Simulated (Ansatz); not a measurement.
One crystal and one scan (energy against volume) at two levels, PBE (plane waves to 420 eV, PAW, scalar-relativistic; Ansatz, a quantum-chemistry and plane-wave program) and r2SCAN (plane waves to 500 eV, PAW, scalar-relativistic; Ansatz), each from its own relaxed cell and on its own mesh.

The crystal is ZnCu₂SnS₄ (kesterite type, space group I-4); the cell is scaled evenly about its relaxed volume V₀.

E stands for the smeared free energy. ZnCu2SnS4 is run without spin polarisation. ZnCu2SnS4 was relaxed with its symmetry unable to fall. With the shape held, the modulus is that of even scaling; a crystal free to change shape is softer. Both scans cover V/V₀ from 0.940 to 1.060.

```
quantity                                                                     run 1  run 2
---------------------------------------------------------------------------  -----  -----
Lattice constant a (Å)                                                       5.414  5.468
Lattice constant c (Å)                                                       10.82  10.93
Relaxed volume (Å³/atom)                                                     19.83  20.44
Pressure at the smallest volume (GPa)                                          5.5    4.9
Bulk modulus at fixed cell shape B₀ (third-order Birch-Murnaghan fit) (GPa)   77.1   67.9
Pressure for 5 % compression (fit) (GPa)                                       4.5    3.9
```

Problem. Which run is which level?

Solution. Run 2 is PBE, run 1 is r2SCAN. PBE gives the higher value for: lattice constant a; lattice constant c; relaxed volume. PBE gives the lower value for: pressure at the smallest volume; bulk modulus at fixed cell shape B₀; pressure for 5 % compression. (PBE) At this level the bands of ZnCu2SnS4 touch or barely overlap; measurements give the solid a gap.

(Under strain, the slope of the energy per volume gives the stress and its curvature an elastic modulus.)
